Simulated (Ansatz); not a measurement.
Relaxed-ion elastic tensor of Yb (bcc (W type), space group No. 229) in GPa (Voigt order), plane-wave PAW PBEsol (Ansatz code); density 9.06 g/cm³, 31.71 Å³ per atom.

```
32.5  18.9  18.9   0.0   0.0   0.0
18.9  32.5  18.9   0.0   0.0   0.0
18.9  18.9  32.5   0.0   0.0   0.0
 0.0   0.0   0.0  31.6   0.0   0.0
 0.0   0.0   0.0   0.0  31.6   0.0
 0.0   0.0   0.0   0.0   0.0  31.6
```

Problem. Is the crystal mechanically stable?

Solution. Yes: the smallest eigenvalue of C is 13.6 GPa.

Problem. Work out the Voigt, Reuss and Hill averages.

Solution. K_V = 23.5, K_R = 23.5, K_H = 23.5; G_V = 21.7, G_R = 12.9, G_H = 17.3 GPa.

Problem. Give Young's modulus, Poisson's ratio, Pugh's ratio and the universal anisotropy index.

Solution. E = 9KG/(3K + G) = 41.6 GPa; ν = 0.20; K/G = 1.36 (brittle by the Pugh limit of 1.75); A_U = 5G_V/G_R + K_V/K_R − 6 = 3.43.

Problem. Estimate the sound speeds and the Debye temperature.

Solution. v_l = √((K + 4G/3)/ρ) = 2270 m/s, v_t = √(G/ρ) = 1380 m/s, mean 1530 m/s; Θ = (h/k)(3n/4πV)^(1/3) v_m = 143 K.

Problem. Give the Zener ratio and Young's modulus along [100], [110] and [111].

Solution. A = 2C44/(C11 − C12) = 4.65; 1/E = S11 − 2(S11 − S12 − S44/2)Γ with Γ = 0, 1/4, 1/3 gives 18.6, 40.2, 65.5 GPa.

Problem. Solve the Christoffel equation for the three sound speeds along [100], [110], [111].

Solution. Eigenvalues of C_ijkl n_j n_l equal ρv². In km/s, slowest first: [100] 1.87, 1.87, 1.90; [110] 0.87, 1.87, 2.52; [111] 1.29, 1.29, 2.69.

Space group Im-3m (bcc (W type)). The workflow started from a Materials Project entry (that database holds measured and hypothetical structures alike); the Crystallography Open Database copy checked does not list it. It is not the phase usual at ambient conditions (space group No. 225). The cell was relaxed with PBEsol under the symmetry of its start; its stability against distortions is not shown here. The run is not spin-polarised. The 4f shell is in the valence. No Hubbard U is applied. As this level gives no gap, shear constants depend on the k-mesh and smearing (Fermi–Dirac, 0.1 eV here). Scalar-relativistic: spin–orbit coupling is off unless named, which matters more the heavier the elements.

Potentials: the later of the program's two PAW sets.
